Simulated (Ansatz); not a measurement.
AgCl (rock salt)

```
AgCl
1.0
    0.00000     5.61150     5.61150
    2.80575     0.00000     2.80575
    2.80575     2.80575     0.00000
Cl Ag
2 2
Cartesian
  0.00000   0.00000   0.00000
  2.80575   5.61150   2.80575
  2.80575   2.80575   2.80575
  2.80575   5.61150   5.61150
```

The atoms are displaced by Q × the pattern below (from a DFPT mode at L = (0.5, 0.0, 0.0), largest move 1; Q in Å), at fixed cell. (q is in reciprocal vectors of the primitive cell; the cell shown is doubled to hold the pattern.)

```
atom       x       y       z
----  ------  ------  ------
Ag3   -0.577   0.577   0.577
Ag4    0.577  -0.577  -0.577
```

Atoms not listed stay in place.

Computed with PBE (plane waves to 420 eV, PAW, scalar-relativistic; Ansatz, a quantum-chemistry and plane-wave program). k mesh 5×10×10 (Γ-centred), Fermi-Dirac smearing 0.05 eV. The energy includes the smearing's −TS. AgCl was relaxed with its symmetry unable to fall. ΔE is measured from the undisplaced structure.

| Q (Å) | ΔE (meV/cell) |
|---|---|
| -0.180 | 111.2 |
| -0.120 | 49.7 |
| -0.060 | 12.4 |
| 0.000 | 0.0 |
| 0.060 | 12.4 |
| 0.120 | 49.7 |
| 0.180 | 111.2 |

**Question.** Which DFPT wavenumber at L = (0.5, 0.0, 0.0) belongs to this mode?
A. 178 cm⁻¹
B. 17 cm⁻¹
C. 93 cm⁻¹
D. 54 cm⁻¹

**Answer.** C, 93 cm⁻¹. The curvature of the scan gives 93 cm⁻¹

(A displaced cell: forces are minus the slopes of the energy, force constants its curvatures, and phonons follow from these.)
